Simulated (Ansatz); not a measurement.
The relaxed structure here is a generated cell of ZnGeO3: the first start was made by placing the elements on the sites of a structure type, and the end was not matched to a known phase here, so it may be hypothetical.

A structure of ZnGeO$_{3}$ relaxed with r2SCAN (plane waves to 500 eV, PAW, scalar-relativistic; Ansatz, a first-principles code); single points at other levels follow on the same geometry (Ansatz, PAW; HSE06 at 420 eV on a 4×3×4 k-mesh; no spin-orbit coupling). Space group Pnma (No. 62).

```xyz
20
Lattice="5.0726 0.0000 0.0000 0.0000 7.3139 0.0000 0.0000 0.0000 4.9924" Properties=species:S:1:pos:R:3 pbc="T T T"
Zn     2.3376     1.8285     4.9685
Zn     4.8738     1.8285     2.5201
Zn     2.7350     5.4854     0.0239
Zn     0.1987     5.4854     2.4723
Ge     0.0000     0.0000     0.0000
Ge     2.5363     3.6569     2.4962
Ge     0.0000     3.6569     0.0000
Ge     2.5363     0.0000     2.4962
O      0.2949     1.8285     0.5697
O      2.8312     1.8285     1.9265
O      4.7777     5.4854     4.4227
O      2.2414     5.4854     3.0659
O      1.5676     4.1015     0.9230
O      4.1038     6.8692     1.5732
O      3.5050     0.4446     4.0694
O      0.9687     3.2123     3.4192
O      3.5050     3.2123     4.0694
O      0.9687     0.4446     3.4192
O      1.5676     6.8692     0.9230
O      4.1038     4.1015     1.5732
```

```json
[
 {"level": "r2SCAN", "gap (eV)": "2.76", "kind": "direct", "conduction minimum": "Γ"},
 {"level": "HSE06", "gap (eV)": "?", "kind": "–", "conduction minimum": "?"}
]
```

Q: Complete the blanks.

A: 
- HSE06, gap (eV): 3.97
- HSE06, conduction minimum: Γ

For this cell size the semilocal gaps come from the SCF mesh and high-symmetry points. No spin polarisation in the result.

The run could not lose the symmetry of its start: the end is stationary, and may be a saddle point rather than a minimum.
